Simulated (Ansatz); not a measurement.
## Cutoff convergence: ZnSe

System: ZnSe (zinc blende type, first atom moved by 0.06 Å along [111]), 2 atoms in the cell.

```xyz
2
Lattice="0.0000 2.8700 2.8700 2.8700 0.0000 2.8700 2.8700 2.8700 0.0000" Properties=species:S:1:pos:R:3 pbc="T T T"
Zn    0.0346    0.0346    0.0346
Se    1.4350    1.4350    1.4350
```

Theory: HSE06, plane waves, PAW datasets (generated soft set 1) (Ansatz).

Exchange singularity: Wigner-Seitz; k-mesh 4×4×4 Γ-centred; Fermi–Dirac smearing of 0.05 eV; no spin polarisation.

Cutoffs run: 280, 300, 320, 340, 380, 420, 480, 560 eV. At 560 eV the pressure at a fixed basis is -0.88 GPa and the rms force 0.343 eV/Å.

(1) From which of these cutoffs on do the forces lie within 20 meV/Å (rms) of the highest one?

(2) What pressure at a fixed basis does the 280 eV run show?

(3) Give the whole series.

Results:

(1) Even the lowest tried, 280 eV, does.

(2) -11.22 GPa. An incomplete basis pulls the printed pressure down.

(3) 
| cutoff (eV) | E − E(top) (meV/atom) | pressure at fixed basis (GPa) | corrected pressure (GPa) | rms force change (meV/Å) |
| --- | --- | --- | --- | --- |
| 280 | 163.1 | -11.22 | -0.69 | 2.6 |
| 300 | 57.3 | -4.95 | -0.76 | 4.3 |
| 320 | 21.3 | -2.28 | -0.82 | 3.7 |
| 340 | 10.1 | -1.21 | -0.85 | 2.4 |
| 380 | 7.1 | -0.95 | -0.88 | 1.5 |
| 420 | 4.6 | -1.00 | -0.87 | 0.9 |
| 480 | 1.2 | -0.94 | -0.86 | 0.2 |
| 560 | 0.0 | -0.88 | -0.87 | 0.0 |

The k-mesh is modest, so these values aren't fully converged in k.
